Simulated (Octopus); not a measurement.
Te (P3121, No. 152):
```
Te
1.0
    4.60135     0.00000     0.00000
   -2.30068     3.98489     0.00000
    0.00000     0.00000     5.90006
Te
3
Cartesian
  1.18117   0.00000   1.96669
 -0.59058   1.02292   3.93337
  1.71009   2.96197   0.00000
```
The cell is a database entry, not relaxed again.

Method: LDA in Octopus 16.4; grid spacing about 0.24 Å, Γ-centred 6×6×4 k-mesh, Fermi-Dirac smearing of 0.03 eV, no spin polarisation; valence-only HGH without core correction for Te. Spin-orbit coupling is left out.

Energies in eV against the valence band top; 18 electrons a cell outside the pseudopotentials' cores.

| k-point (reduced) | band 5 | band 6 | band 7 | band 8 | band 9 | band 10 | band 11 | band 12 |
|---|---|---|---|---|---|---|---|---|
| Γ (0.000, 0.000, 0.000) | -2.85 | -2.85 | -1.57 | -1.57 | -0.59 | 1.08 | 1.08 | 1.59 |
| M (0.500, 0.000, 0.000) | -4.17 | -3.28 | -3.08 | -1.12 | -0.81 | 1.04 | 1.17 | 3.33 |
| K (0.333, 0.333, 0.000) | -4.30 | -2.77 | -2.77 | -2.65 | -2.21 | 2.72 | 2.72 | 3.08 |
| A (0.000, 0.000, 0.500) | -2.61 | -2.61 | -1.20 | -1.09 | -1.09 | 0.59 | 0.59 | 0.65 |
| L (0.500, 0.000, 0.500) | -3.61 | -3.53 | -2.14 | -1.76 | -0.11 | 0.98 | 1.99 | 2.46 |
| H (0.333, 0.333, 0.500) | -4.62 | -4.62 | -0.92 | -0.01 | -0.01 | 0.30 | 1.61 | 1.61 |
